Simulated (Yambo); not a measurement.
Yambo run on Na₂PtH₆ (space group Fm-3m, No. 225). The wavefunctions come from this Quantum ESPRESSO step (PBEsol, PseudoDojo standard norm-conserving files, scalar-relativistic):

```
&CONTROL
  calculation = 'nscf'
  pseudo_dir = './pseudo'
  outdir = './out'
/
&SYSTEM
  ibrav = 0
  nat = 9
  ntyp = 3
  ecutwfc = 88.0
  ecutrho = 352.0
  occupations = 'fixed'
  force_symmorphic = .true.
  nbnd = 142
/
&ELECTRONS
  conv_thr = 9.000000000000001e-09
  diago_full_acc = .true.
  diago_thr_init = 1e-08
/
ATOMIC_SPECIES
H 1.0080 H.upf
Na 22.9898 Na.upf
Pt 195.0840 Pt.upf
CELL_PARAMETERS angstrom
  0.000000000000   3.629315000000   3.629315000000
  3.629315000000   0.000000000000   3.629315000000
  3.629315000000   3.629315000000   0.000000000000
ATOMIC_POSITIONS crystal
H   0.774460000000   0.774460000000   0.225540000000
H   0.225540000000   0.225540000000   0.774460000000
H   0.225540000000   0.774460000000   0.774460000000
H   0.774460000000   0.225540000000   0.225540000000
H   0.774460000000   0.225540000000   0.774460000000
H   0.225540000000   0.774460000000   0.225540000000
Na   0.750000000000   0.750000000000   0.750000000000
Na   0.250000000000   0.250000000000   0.250000000000
Pt   0.000000000000   0.000000000000   0.000000000000
K_POINTS automatic
4 4 4 0 0 0
```

Yambo input:

```
rim_cut
gw0
dyson
el_el_corr
HF_and_locXC
ppa
em1d
RandQpts= 1000000
RandGvec= 1 Ry
EXXRLvcs= 88 Ry
VXCRLvcs= 352 Ry
Chimod= "HARTREE"
% BndsRnXp
 7 | 140 |
%
NGsBlkXp= 7 Ry
% LongDrXp
 1.0 | 1.0 | 1.0 |
%
PPAPntXp= 27.2114 eV
% GbndRnge
 1 | 140 |
%
GTermKind= "BG"
DysSolver= "n"
ExtendOut
% QPkrange
 1 | 1 | 21 | 22 |
 3 | 3 | 21 | 22 |
 6 | 6 | 21 | 22 |
 7 | 7 | 21 | 22 |
 8 | 8 | 21 | 22 |
%
```

k points by index: 1 = Γ, 3 = L, 6 = (0, 0.25, -0.25), 7 = X, 8 = W.

Resulting energies as the program prints them:

```
#    K-point    Band    Eo [eV]    E [eV]    E-Eo [eV]    Vxc [eV]    Vnlxc [eV]    Sc|Eo [eV]    Sc|E [eV]    dSc/dw|Eo [eV]    Re(Z)    Im(Z)
#
    1    21    -0.200213    -1.649871    -1.449658    -11.80660    -15.25992    1.678244    2.003669    -6.108091    0.816679    -0.001288
    1    22    5.826938    6.675587    0.848648    -9.174042    -4.784717    -3.387723    -3.540677    -4.903870    0.847303    -0.840622E-3
    3    21    -0.004526    -1.422851    -1.418324    -12.03346    -15.37851    1.613302    1.926732    -6.012926    0.819018    -0.001248
    3    22    5.759220    6.820179    1.060959    -13.10517    -8.831143    -2.996930    -3.213071    -5.543042    0.830768    -0.001131
    6    21    0.000000    -1.410520    -1.410520    -12.06203    -15.39803    1.613763    1.925473    -6.013011    0.819016    -0.001250
    6    22    5.437657    6.378430    0.940774    -11.96595    -7.873812    -2.966418    -3.151364    -5.348865    0.835722    -0.001200
    7    21    -0.757774    -2.260693    -1.502918    -11.48772    -15.09220    1.763906    2.101559    -6.112886    0.816561    -0.001568
    7    22    3.472378    4.324250    0.851871    -12.04399    -8.470283    -2.559195    -2.721835    -5.194717    0.839698    -0.001130
    8    21    -0.873947    -2.296274    -1.422327    -11.80515    -15.27741    1.731643    2.049932    -6.088941    0.817149    -0.001259
    8    22    4.630310    5.484978    0.854668    -12.35893    -8.648078    -2.686931    -2.856186    -5.388280    0.834712    -0.001154
```
(The two width columns are left out.) Convergence of these settings isn't established.

Spin-orbit coupling is not included.

Geometry of the Materials Project entry, not relaxed at this level.

The structure is a Materials Project entry; no match was found in the copy of COD used, and its stability was not checked.
